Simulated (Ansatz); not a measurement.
SnAs: zone-centre modes under pressure

SnAs, Fm-3m, a = 5.672 Å. The structure is a COD entry; whether it is the stable form wasn't checked. Ansatz: LDA, PAW, 420 eV, Γ-centred 12×12×12 mesh on 2 atoms, Fermi-Dirac smearing 0.15 eV; no spin polarisation. Cell and atoms are relaxed at each pressure with the symmetry kept; optical modes at Γ by linear response, in cm⁻¹, the highest.

| P (GPa) | V (Å³/atom) | ω1 |
| --- | --- | --- |
| 0 | 22.808 | 95.4 |
| 3 | 22.003 | 113.9 |
| 10 | 20.583 | ? |

Problem. Get the mode's Grüneisen parameter γ = −d ln ω/d ln V from the other rows and predict the missing frequency.

Solution. ln(V/V0) = 0.0000, -0.0359, -0.1026; a line through ln(ω/ω0) of the 2 known rows gives ω1: γ = 4.937, predicted 158.3, computed 142.9. The miss is 10.8 %: γ isn't constant over this range. In a metal these frequencies hang on the mesh and smearing.

The mesh isn't the same in all rows (12×12×12, 14×14×14).